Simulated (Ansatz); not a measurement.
SiC:
```
CELL_PARAMETERS angstrom
      0.00000     2.17831     2.17831
      2.17831     0.00000     2.17831
      2.17831     2.17831     0.00000
ATOMIC_POSITIONS crystal
  Si 0.75000 0.75000 0.75000
  C  0.00000 0.00000 0.00000
```

Cartesian axes are those of the cell as given.

Task: Give the high-frequency dielectric tensor and the Born effective charge tensors of the independent atoms from DFPT, the program Ansatz at the r²SCAN level (PAW).

Result: 
ε∞:
```
6.52  0.00  0.00
0.00  6.52  0.00
0.00  0.00  6.52
```
Z* of atom 1 (Si), rows: field, columns: displacement, in e:
```
2.72  0.00  0.00
0.00  2.72  0.00
0.00  0.00  2.72
```
Z* of atom 2 (C), rows: field, columns: displacement, in e:
```
-2.72   0.00   0.00
 0.00  -2.72   0.00
 0.00   0.00  -2.72
```

Static charges for comparison (Bader): Si1 +2.87, C2 -2.87 e. Born charges measure polarisation by displacement and can exceed these by far.

Space group F-43m (zinc blende). Symmetry was held in the r²SCAN relaxation.

Potentials: the earlier of the program's two PAW sets. The files were generated under PBE; for other functionals the program regenerates the frozen cores, and for LDA and PBEsol the local potential too.
